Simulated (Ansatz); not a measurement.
SrSi₂Pd₂ in space group I4/mmm (No. 139; Sr on 2a, Si on 4e, Pd on 4d), r²SCAN in the plane-wave PAW code Ansatz, all energies at zero smearing, with the estimated change up to a 700 eV cutoff added, with one set of potentials and settings (totals compare only within such a set). Cell of 5 atoms (1 Sr, 2 Si, 2 Pd): -18808.585 eV.

```tsv
element	reference phase	E (eV/atom)
Sr	P6_3/mmc, 2 atoms in the cell	-3555.1144
Si	Fd-3m, 2 atoms in the cell	-639.0667
Pd	Fm-3m, 1 atoms in the cell	-6985.7456
```

Formation energy per atom, worked out: (-18808.585 − 1×(-3555.1144) − 2×(-639.0667) − 2×(-6985.7456))/5 = -0.769 eV/atom (-74 kJ per mol of atoms), at 0 K, without zero-point energy or fitted corrections.

The first step of the workflow began from a Materials Project structure, measured or hypothetical; the Crystallography Open Database files this formula in space group No. 139, but the cells were not matched. Whether it is the stable phase at ambient conditions was not checked. Symmetry was held in the r²SCAN relaxation; whether a distortion lowers the energy is not shown. The run is not spin-polarised. The references are the lowest solids computed at this level, not always the standard phases.

Potentials: the later of the program's two PAW sets.
